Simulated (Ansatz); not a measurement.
LaZnIn in space group P6_3/mmc (No. 194; La on 2a, Zn on 2d, In on 2c), PBE (plane waves, PAW; program Ansatz), all energies at zero smearing, with the estimated change up to a 700 eV cutoff added, with one set of potentials and settings (totals compare only within such a set). Cell of 6 atoms (2 La, 2 Zn, 2 In): -30336.714 eV.

| element | reference phase | E (eV/atom) |
|---|---|---|
| La | P6_3/mmc, 4 atoms in the cell | -6250.0953 |
| Zn | C2/m, 3 atoms in the cell | -3319.0295 |
| In | I4/mmm, 1 atoms in the cell | -5597.8481 |

Formation energy per atom, worked out: (-30336.714 − 2×(-6250.0953) − 2×(-3319.0295) − 2×(-5597.8481))/6 = -0.461 eV/atom (-45 kJ per mol of atoms), at 0 K, without zero-point energy or fitted corrections.

The first step of the workflow began from a Materials Project structure, measured or hypothetical; the Crystallography Open Database copy checked does not list it. With Zn and In taken as one species the cell has the higher symmetry P6/mmm, so it may be an ordered model of a mixed-site phase. Its standing as an ambient phase is unchecked. The cell was relaxed with PBE under the symmetry of its start. At this level the phase is dynamically unstable (imaginary phonons). The references are the lowest solids computed at this level, not always the standard phases. Spin–orbit coupling is left out wherever it is not named.

Potentials: the later of the program's two PAW sets.
